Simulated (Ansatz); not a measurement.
MoW:
```xyz
4
Lattice="1.3000 -5.3530 0.0000 1.3000 5.3530 0.0000 0.0000 0.0000 4.6800" Properties=species:S:1:pos:R:3 pbc="T T T"
W      1.3000    -1.9160     1.1700
Mo     1.3000    -4.6189     1.1700
W      1.3000     1.9160     3.5100
Mo     1.3000     4.6189     3.5100
```

Relaxed with PBE. Special points in fractions of this cell's reciprocal vectors: Γ (0.000, 0.000, 0.000); Y (-0.500, 0.500, 0.000); C0 (-0.265, 0.735, 0.000); Σ0 (0.265, 0.265, 0.000); Z (0.000, 0.000, 0.500); A0 (0.265, 0.265, 0.500); E0 (-0.265, 0.735, 0.500); T (-0.500, 0.500, 0.500); S (0.000, 0.500, 0.000); R (0.000, 0.500, 0.500).

**Question.** List the band energies nearest the Fermi level at these points for PBE (plane waves, PAW; program Ansatz).

**Answer.** In eV from the Fermi level; about four levels below and three above (degenerate sets whole), none deeper than 8.9 eV; points with the same levels are listed once.

| k | below | above |
|---|---|---|
| Γ | -1.90 -1.60 -0.66 -0.13 | 0.66 1.12 1.48 |
| Y | -2.13 -2.00 -1.42 -1.14 | 0.67 1.11 1.14 |
| C0 | -2.51 -1.70 -0.88 -0.29 | 0.35 0.59 1.54 |
| Z | -2.96 -2.96 -1.82 -1.82 | 0.69 0.69 1.43 1.43 |
| A0 | -1.50 -1.50 -0.38 -0.38 | 0.57 0.57 1.60 1.60 |
| T | -2.13 -2.13 -1.42 -1.42 | 0.70 0.70 2.23 2.23 |
| S | -1.78 -1.71 -0.60 -0.26 | 0.08 0.33 1.83 |
| R | -2.21 -2.21 -1.37 -1.37 | 0.13 0.13 0.44 0.44 |

Space group Cmcm. The start of the workflow was typed in or built on a structure type; neither database checked (COD, Materials Project) lists it. Whether it is the stable phase at ambient conditions was not checked. The PBE relaxation kept the symmetry of its start; its stability against distortions is not shown here. The run is not spin-polarised. Its formation energy is positive at this level, so the cell may be metastable or incomplete. Scalar-relativistic: spin–orbit coupling is off unless named, which matters more the heavier the elements.

Potentials: the later of the program's two PAW sets.
